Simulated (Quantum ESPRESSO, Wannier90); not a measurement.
## Wannier functions of SnAs (rock salt)

Cell from Materials Project (mp-2182), symmetrised, no further relaxation. COD (Crystallography Open Database) has an entry of this formula and space group (matched by these alone). Level: LDA, no spin polarisation, no spin-orbit coupling; pw.x of Quantum ESPRESSO at 64 Ry with PseudoDojo potentials, 10×10×10 k-points, Wannier90. Density: 10×10×10 mesh, cold smearing 0.01 Ry. Spin-orbit coupling is left out although heavy elements are present.

Input w.win:

```
num_bands = 15
num_wann = 8
exclude_bands = 1-10
num_iter = 0
conv_tol = 1.0e-6
conv_window = 4
dis_num_iter = 1000
dis_conv_tol = 1.0e-6
dis_froz_max = 12.39
write_hr = true
write_u_matrices = true
begin projections
Sn: s;p
As: s;p
end projections
begin unit_cell_cart
ang
    0.0000000000    2.8768700000    2.8768700000
    2.8768700000    0.0000000000    2.8768700000
    2.8768700000    2.8768700000    0.0000000000
end unit_cell_cart
begin atoms_frac
Sn   0.5000000000  0.5000000000  0.5000000000
As   0.0000000000  0.0000000000  0.0000000000
end atoms_frac
mp_grid = 10 10 10
begin kpoints
0.0000000000 0.0000000000 0.0000000000
0.0000000000 0.0000000000 0.1000000000
0.0000000000 0.0000000000 0.2000000000
... (997 more lines: the 10x10x10 mesh through Gamma)
end kpoints
```

On the energy scale of pw.x, whose zero is arbitrary, the Fermi level lies at 10.89 eV. Lines of w_hr.dat (R1 R2 R3 m n Re Im, eV) for R = 0 and one of the shortest lattice vectors, rounded to 0.01 eV, lines under 0.02 eV left out; orbitals in order: Sn1 s, Sn1 pz, Sn1 px, Sn1 py, As2 s, As2 pz, As2 px, As2 py.

```
    0    0    0    1    1     5.50     0.00
    0    0    0    2    2    12.63     0.00
    0    0    0    3    3    12.63     0.00
    0    0    0    4    4    12.63     0.00
    0    0    0    5    5     1.35     0.00
    0    0    0    6    6    10.76     0.00
    0    0    0    7    7    10.76     0.00
    0    0    0    8    8    10.76     0.00
   -1    0    0    5    1    -0.78     0.00
   -1    0    0    7    1    -1.58     0.00
   -1    0    0    2    2     0.08     0.00
   -1    0    0    4    2     0.22     0.00
   -1    0    0    6    2    -0.60     0.00
   -1    0    0    3    3    -0.03     0.00
   -1    0    0    5    3     1.38     0.00
   -1    0    0    7    3     2.47     0.00
   -1    0    0    2    4     0.22     0.00
   -1    0    0    4    4     0.08     0.00
   -1    0    0    8    4    -0.60     0.00
   -1    0    0    6    5    -0.02     0.00
   -1    0    0    8    5    -0.02     0.00
   -1    0    0    5    6     0.02     0.00
   -1    0    0    6    6    -0.04     0.00
   -1    0    0    8    6     0.07     0.00
   -1    0    0    5    8     0.02     0.00
   -1    0    0    6    8     0.07     0.00
   -1    0    0    8    8    -0.04     0.00
```
